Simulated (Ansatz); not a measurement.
Mo$_{3}$Ir:
```cif
data_IrMo3
_chemical_formula_sum 'Mo3 Ir1'
_space_group_name_H-M_alt 'Pm-3m'
_space_group_IT_number 221
_space_group_name_Hall '-P 4 2 3'
_cell_length_a 3.91395
_cell_length_b 3.91395
_cell_length_c 3.91395
_cell_angle_alpha 90.000
_cell_angle_beta 90.000
_cell_angle_gamma 90.000
loop_
_atom_site_label
_atom_site_type_symbol
_atom_site_symmetry_multiplicity
_atom_site_Wyckoff_symbol
_atom_site_fract_x
_atom_site_fract_y
_atom_site_fract_z
_atom_site_occupancy
Mo1 Mo 3 c 0.00000 0.50000 0.50000 1
Ir1 Ir 1 a 0.00000 0.00000 0.00000 1
```

Relaxed with PBEsol.

Question: Decompose the optical modes at the zone centre into irreducible representations, and say which are infrared and Raman allowed.

Answer: Point group m-3m: Γ_opt = 2T1u + T2u. Infrared: T1u. Raman: none.

Question: Assign frequencies (DFPT, PBEsol in the plane-wave PAW code Ansatz).

Answer: T1u 138, T2u 168, T1u 252 cm⁻¹.

A made-up cell: these elements were put on the sites of a structure type; neither database checked (COD, Materials Project) lists it. Its standing as an ambient phase is unchecked. The PBEsol relaxation kept the symmetry of its start; its stability against distortions is not shown here. The run is not spin-polarised. As this level gives no gap, phonon frequencies hold no LO–TO term and depend on the k-mesh and smearing (Fermi–Dirac, 0.1 eV here). Scalar-relativistic: spin–orbit coupling is off unless named, which matters more the heavier the elements.

Potentials: the earlier of the program's two PAW sets. The files were generated under PBE; for other functionals the program regenerates the frozen cores, and for LDA and PBEsol the local potential too.
